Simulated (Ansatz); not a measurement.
SiGe (P6_3mc), a sublattice moved along a line

Computed with DFT r2SCAN, scalar-relativistic, plane waves, PAW in Ansatz. Cutoff 500 eV, Γ-centred 12×12×4 k-points, Gaussian smearing of 0.05 eV. No spin polarisation. Energies are free energies at this smearing, counted from the undisturbed cell; pressure is positive in compression.

The starting cell (as given, not relaxed at this level; it stands at 0.0 GPa, and it needn't be the usual structure):

```
CELL_PARAMETERS angstrom
3.90445 0.00000 0.00000
-1.95223 3.38135 0.00000
0.00000 0.00000 6.45078
ATOMIC_POSITIONS crystal
Si 0.66667 0.33333 0.87461
Si 0.33333 0.66667 0.37461
Ge 0.66667 0.33333 0.50039
Ge 0.33333 0.66667 0.00039
```

Every Si atom is moved by x along the Cartesian unit vector (0.000, 0.000, 1.000); the cell and all other atoms stay fixed.

| x (Å) | ΔE (meV/cell) | force along x on the moved atoms (eV/Å) | pressure (GPa) | gap on the mesh (eV) |
| --- | --- | --- | --- | --- |
| -0.5000 | 4761.8 | 23.26 | 13.6 | 0.00 |
| -0.3750 | ? | 14.89 | ? | 0.00 |
| -0.2500 | 971.7 | 8.53 | 2.2 | 0.00 |
| -0.1250 | 216.7 | 3.70 | 0.4 | 0.32 |
| 0.0000 | 0.0 | -0.03 | 0.0 | 0.66 |
| 0.1250 | 179.7 | -2.66 | 0.6 | 0.07 |
| 0.2500 | ? | -3.97 | 1.7 | 0.00 |
| 0.3750 | 1141.1 | ? | ? | 0.00 |
| 0.4375 | 1415.1 | -4.37 | 3.4 | 0.00 |
| 0.5000 | 1684.0 | -4.20 | 3.9 | 0.00 |

Where the gap reads zero the k-mesh, chosen for the insulator, is on the coarse side.

Task: Give the withheld values.

Result: ΔE (meV/cell) at x (Å) = -0.3750: 2412.0; pressure (GPa) at x (Å) = -0.3750: 6.3; ΔE (meV/cell) at x (Å) = 0.2500: 605.2; force along x on the moved atoms (eV/Å) at x (Å) = 0.3750: -4.41; pressure (GPa) at x (Å) = 0.3750: 2.9.